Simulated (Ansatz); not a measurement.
Polymorphs of SiO$_{2}$, each relaxed with DFT-PBE in the program Ansatz with PAW potentials:

A: rutile (P4_2/mnm)
a = 4.2357 Å, b = 4.2357 Å, c = 2.6900 Å, α = 90.00°, β = 90.00°, γ = 90.00°

| atom | site | symmetry | x | y | z |
|---|---|---|---|---|---|
| Si | 2a | m.mm | 0.0000 | 0.0000 | 0.0000 |
| O | 4f | m.2m | 0.3070 | 0.3070 | 0.0000 |

B: P3_121
a = b = 5.0214 Å, c = 5.5099 Å, α = β = 90.00°, γ = 120.00°

```csv
atom,site,symmetry,x,y,z
Si,3a,.2.,0.5234,0.5234,0.0000
O,6c,1,0.4145,0.2557,0.2054
```

**Question.** Order them by energy per atom at 0 K (lowest first) at the level PBE.

**Answer.** B (+0 meV/atom), A (+189 meV/atom)

**Question.** Give each one's gap.

**Answer.** A 5.05 eV; B 5.68 eV.

Not the usual ambient phase: A. All cells were relaxed under the symmetry of their starts (and spin orders); stability against distortions was not tested throughout.

Energies hold the estimated change up to a 700 eV cutoff; steps of a few meV lie near the error of the meshes.

Potentials: the earlier of the program's two PAW sets.
